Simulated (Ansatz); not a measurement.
Input and command of a plane-wave DFT calculation in Ansatz:

```yaml
crystal:
  lattice:
    - [3.184, 0.0, 0.0]
    - [0.0, 3.184, 0.0]
    - [0.0, 0.0, 3.43872]
  atoms:
    - { symbol: Nb, position: [0.0, 0.0, 0.0] }
    - { symbol: Ru, position: [0.5, 0.5, 0.5] }
basis:
  ecutwfc: 500
kpoints:
  mp_grid: { grid: [16, 16, 16] }
hamiltonian:
  xc: r2scan
scf:
  occupations: { method: gaussian, width: 0.15 }
output:
  forces: true
  stress: true
  eigenvalues: true
```

```bash
ansatz run input.yaml --threads 1 --pin off --max-ram 2560MiB --backend cpu --events-out ev --progress --plain --runs-dir out
```

Processor: Arm Neoverse V1, 1 thread, on a host shared with other jobs.

Question: How long does it run, and how much memory does it take?

Answer: About 33 s on 1 thread of Arm Neoverse V1 (shared host), peak memory 0.59 GiB. It solves 19 bands at 405 k points (the mesh reduced by symmetry) with about 873 plane waves, in 7 SCF iterations.
